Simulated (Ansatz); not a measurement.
Consider the following.

V$_{5}$Ge$_{3}$:
```
V5Ge3
1.0
   -4.76177     4.76177     2.40049
    4.76177    -4.76177     2.40049
    4.76177     4.76177    -2.40049
V Ge
10 6
Direct
  0.57535   0.72849   0.30384
  0.42465   0.27151   0.69616
  0.72849   0.42465   0.15314
  0.27151   0.57535   0.84686
  0.92465   0.22849   0.15314
  0.07535   0.77151   0.84686
  0.77151   0.92465   0.69616
  0.22849   0.07535   0.30384
  0.25000   0.75000   0.50000
  0.75000   0.25000   0.50000
  0.66585   0.16585   0.83170
  0.33415   0.83415   0.16830
  0.16585   0.33415   0.50000
  0.83415   0.66585   0.50000
  0.25000   0.25000   0.00000
  0.75000   0.75000   0.00000
```

This is the r²SCAN-relaxed structure.

**Question.** All from DFT-r²SCAN in the program Ansatz with PAW potentials, unless another level is named. Give the electronic character.

**Answer.** metallic (no gap).

**Question.** And the density of states at the Fermi level?

**Answer.** 0.45 states/eV per atom (mean over ±0.08 eV).

**Question.** What about the formation energy from the elements (no fitted shifts)?

**Answer.** -0.41 eV/atom.

Space group I4/mcm. The first step of the workflow began from a Materials Project structure, measured or hypothetical; the Crystallography Open Database copy checked does not list it. COD files the formula under space group No. 193, so this cell is another polymorph or a model. Its standing as an ambient phase is unchecked. The cell was relaxed with r²SCAN under the symmetry of its start; whether a distortion lowers the energy is not shown. No spin polarisation was allowed. The references are the lowest solids computed at this level, not always the standard phases. Scalar-relativistic: spin–orbit coupling is off unless named, which matters more the heavier the elements.

Potentials: the later of the program's two PAW sets.
